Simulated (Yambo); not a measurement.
```
CELL_PARAMETERS angstrom
      0.00000     3.04145     3.04145
      3.04145     0.00000     3.04145
      3.04145     3.04145     0.00000
ATOMIC_POSITIONS crystal
  Se 0.25000 0.25000 0.25000
  Cd 0.00000 0.00000 0.00000
```

CdSe (zinc blende, space group F-43m, No. 216): G0W0@PBEsol in Yambo (4×4×4 Γ-centred k mesh, bands 10 to 113 and a 8 Ry block in the screening, 113 bands in G with the Bruneval-Gonze terminator, plasmon pole fitted at 27.2 eV) on wavefunctions from Quantum ESPRESSO. With the symmetry operations that carry no fractional translation, the mesh has 8 irreducible k points, and the gap Γ → Γ is 1.817 eV.

Q: What changes when point-group symmetry is switched off and time reversal alone is kept?

A: The mesh then has 36 irreducible points. The exact result doesn't change; the run gives 1.814 eV, and the difference is numerical residue, whose source wasn't traced. Rough time against the symmetric run: about 4× for the empty bands, about 4× for Yambo (2 states against 4).

Spin-orbit coupling is not included.

Geometry relaxed with PBEsol.
